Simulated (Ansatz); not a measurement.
## Computed properties of Re

Re:
```cif
data_Re2
_chemical_formula_sum 'Re2'
_space_group_name_H-M_alt 'P 1'
_space_group_IT_number 1
_cell_length_a 3.95579
_cell_length_b 3.95579
_cell_length_c 3.95579
_cell_angle_alpha 60.000
_cell_angle_beta 60.000
_cell_angle_gamma 60.000
loop_
_space_group_symop_operation_xyz
  'x, y, z'
loop_
_atom_site_label
_atom_site_type_symbol
_atom_site_fract_x
_atom_site_fract_y
_atom_site_fract_z
_atom_site_occupancy
Re1 Re 0.00000 0.00000 0.00000 1
Re2 Re 0.25000 0.25000 0.25000 1
```

Space group Fd-3m (No. 227), diamond; conventional cell a = b = c = 5.594 Å, α = β = γ = 90.00°.

Method: plane-wave PAW PBEsol (Ansatz code). The cell and atoms are relaxed at this level. Other levels are named where they apply.

Cell and energy:

- Volume per atom = 21.89 Å³
- Density = 14.13 g/cm³

Electronic structure:

* **Electronic character**: metallic (no gap)
* **Density of states at the Fermi level**: 0.69 states/eV per atom (mean over ±0.08 eV)
* **Gap with spin–orbit coupling**: none (metallic)

Mechanics:

Bulk modulus (Birch–Murnaghan fit): 191 GPa
Pressure derivative B′: 4.2
Elastic constants (relaxed ions, GPa): C11 = 210, C12 = 182, C44 = -62.1
Mechanical stability: unstable (C has a negative eigenvalue)

Phonons:

* **Highest zone-centre frequency**: 211 cm⁻¹
* **Zone-centre stability**: no imaginary mode at Γ

The start of the workflow was typed in or built on a structure type; neither database checked (COD, Materials Project) lists it. It is not the phase usual at ambient conditions (space group No. 194). The cell was relaxed with PBEsol under the symmetry of its start. No spin polarisation was allowed. As this level gives no gap, shear constants depend on the k-mesh and smearing (Fermi–Dirac, 0.1 eV here). As this level gives no gap, phonon frequencies hold no LO–TO term and depend on the k-mesh and smearing (Fermi–Dirac, 0.1 eV here). Scalar-relativistic: spin–orbit coupling is off unless named, which matters more the heavier the elements.

Potentials: the earlier of the program's two PAW sets. The files were generated under PBE; for other functionals the program regenerates the frozen cores, and for LDA and PBEsol the local potential too.
